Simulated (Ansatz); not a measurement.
A: Cu (fcc, Cu type), a = 3.629 Å, b = 3.629 Å, c = 3.629 Å, α = 90.00°, β = 90.00°, γ = 90.00°
B: CdSe (zinc blende), a = b = c = 6.196 Å, α = β = γ = 90.00°
C: Ni (fcc, Cu type), a = 3.5188 Å, b = 3.5188 Å, c = 3.5188 Å, α = 90.00°, β = 90.00°, γ = 90.00°

Scan: energy over volume and axial ratio (atoms clamped). All come from one method, each on a k mesh of its own. All were relaxed with their symmetry unable to fall. Cu is run without spin polarisation. Relaxed Ni ends ferromagnetic. The PAW data are Ansatz's earlier set. The magnetic order is the one the run started from; other orders were not tried. (This holds for the magnetic or f-shell members.)

### Question
Rank these by shear modulus C′ = (C11 − C12)/2 (fitted) (lowest first), as PBE (plane waves to 420 eV, PAW, scalar-relativistic; Ansatz, a quantum-chemistry and plane-wave program) gives it.

### Answer
B (9 GPa), A (29 GPa), C (62 GPa)

(Under strain, the slope of the energy per volume gives the stress and its curvature an elastic modulus.)
